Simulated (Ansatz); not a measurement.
According to plane-wave PAW PBE (Ansatz code), SiC in the hexagonal phase (P6_422; Si on 3c, C on 3d) relaxes to a = 3.085 Å, c = 7.062 Å. Against the elements it lies at 0.36 eV/atom, with no fitted shifts.

It is gapped at this level: 0.87 eV (indirect). The valence maximum lies at Γ and the conduction minimum at M (3 equivalent valleys). Electrons at the band edge weigh 0.17, 0.45, 0.77 mₑ (principal values). The hole mass is 0.39, 0.39, 3.6 mₑ (principal values).

An equation-of-state fit gives a bulk modulus of 2190 kbar.

The start of the workflow was typed in or built on a structure type; neither database checked (COD, Materials Project) lists it. It is not the phase usual at ambient conditions (space group No. 186, 216). The PBE relaxation kept the symmetry of its start; its stability against distortions is not shown here. Its formation energy is positive at this level, so the cell may be metastable or incomplete. The references are the lowest solids computed at this level, not always the standard phases.

Potentials: the later of the program's two PAW sets.
